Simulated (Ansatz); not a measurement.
Here is an unrelaxed guess for La2HfO2.

```cif
data_structure
_symmetry_space_group_name_H-M 'P-6m2'
_symmetry_Int_Tables_number 187
_cell_length_a 3.9964
_cell_length_b 3.9964
_cell_length_c 8.6073
_cell_angle_alpha 90.000
_cell_angle_beta 90.000
_cell_angle_gamma 120.000
_cell_volume 119.05
loop_
_atom_site_label
_atom_site_type_symbol
_atom_site_symmetry_multiplicity
_atom_site_Wyckoff_symbol
_atom_site_fract_x
_atom_site_fract_y
_atom_site_fract_z
_atom_site_occupancy
La1 La 2 i 0.66667 0.33333 0.78916 1
Hf1 Hf 1 a 0.00000 0.00000 0.00000 1
O1 O 2 g 0.00000 0.00000 0.68938 1
```

All numbers below come from DFT PBE, scalar-relativistic, plane waves, PAW in Ansatz. Cutoff 420 eV; k points 6×6×2 on the computed 5-atom cell (Γ-centred); Gaussian smearing, width 0.10 eV; no spin polarisation.

Formation energies are uncorrected and refer to the elements' standard structures at the same level (O₂ as a molecule).

Problem. Estimate its pressure, forces and energy as it stands.

Solution. The pressure is 4.1 GPa (the mean over three directions, positive in compression), the largest force is 4.94 eV/Å, and the energy is −1.00 eV/atom against the elements. The shortest distance is 2.46 Å.

Problem. Is it a good guess?

Solution. A rough one: relaxing gains about 0.97 eV/atom (the start's value is from the coarse mesh, so the gain is rough) in 19 ionic steps and ends at −1.97 eV/atom on the finer mesh. The symmetry stays P-6m2 (No. 187). The volume per atom grows by 5.7 %, from 23.8 to 25.2 Å³. The shortest distance goes from 2.46 Å (La–O) to 2.06 Å (Hf–O). Conventional cell: a = 3.972 Å, c = 9.209 Å. Around La lie 3 O at 2.39 Å and 3 Hf at 3.57 Å; Hf has 2 O at 2.06 Å and 6 La at 3.57 Å; O has 1 Hf at 2.06 Å and 3 La at 2.39 Å.

The last run used a 12×12×4 mesh (in the run's order of axes) for its 5-atom cell and Gaussian smearing of 0.10 eV. These runs have no spin–orbit coupling, which can matter for Hf. The relaxation can't lower the symmetry of the start, and the grade says only how near the guess is to its own end. Symmetry constrained the relaxation, so the result can be a saddle point. Another cell of La2HfO2 relaxed alike, in Cmmm, lies 64 meV/atom lower, so this cell isn't the stable form at this level.
